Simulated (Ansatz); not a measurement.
Zn (hcp, Mg type)

```
CELL_PARAMETERS angstrom
      2.62220     0.00000     0.00000
     -1.31110     2.27089     0.00000
      0.00000     0.00000     5.19319
ATOMIC_POSITIONS crystal
  Zn 0.33333 0.66667 0.75000
  Zn 0.66667 0.33333 0.25000
```

The slice is a (0001) plane (indices of the conventional cell) through the point (0.333, 0.667, 0.750) (fractional), spanned by u = [110] and v = [1 -1 0] in vectors of this cell: u (2.62 Å) and v (4.54 Å, at 90° to u). It covers one period; positions are fractions (u, v).

The numbers are results of PBE (plane waves to 420 eV, PAW, scalar-relativistic; Ansatz, a program for electronic structure), not measurements. k mesh 20×20×9. Near the nuclei the fields are pseudised (PAW); where an atom keeps semicore shells as valence, they peak there. The PAW data are Ansatz's earlier set. Zn was relaxed with its symmetry unable to fall.

**Question.** What is the valence density on the shortest Zn–Zn line in this plane (2.62 Å), at its midpoint?

**Answer.** 0.26 e/Å³.

**Question.** What is the ELF at the midpoint of the shortest Zn–Zn line in this plane (2.62 Å)?

**Answer.** 0.34.

**Question.** Sketch the electrostatic potential energy of an electron, from the cell's mean on this plane as a map.

**Answer.** 
```
v \ u  0.00  0.12  0.25  0.38  0.50  0.62  0.75  0.88
-----  ----  ----  ----  ----  ----  ----  ----  ----
0.93      x     x     x   3.8   7.0   3.8     x     x
0.86      x     x     x   7.0   8.2   7.0     x     x
0.79      x   3.2   6.4   7.1   7.6   7.1   6.4   3.2
0.71    7.4   7.0   6.3   3.2     x   3.2   6.3   7.0
0.64    8.0   6.8     x     x     x     x     x   6.8
0.57    6.9   3.7     x     x     x     x     x   3.7
0.50    6.3     x     x     x     x     x     x     x
0.43    7.0   3.8     x     x     x     x     x   3.8
0.36    8.2   7.0     x     x     x     x     x   7.0
0.29    7.6   7.1   6.4   3.2     x   3.2   6.4   7.1
0.21      x   3.2   6.3   7.0   7.4   7.0   6.3   3.2
0.14      x     x     x   6.8   8.0   6.8     x     x
0.07      x     x     x   3.7   6.9   3.7     x     x
0.00      x     x     x     x   6.3     x     x     x
```

Values: electrostatic potential energy of an electron, from the cell's mean, in eV. Points within 1 Å of a nucleus are blanked (x), as the pseudised field means little there. The zero, the cell's mean, hangs on the PAW cores.
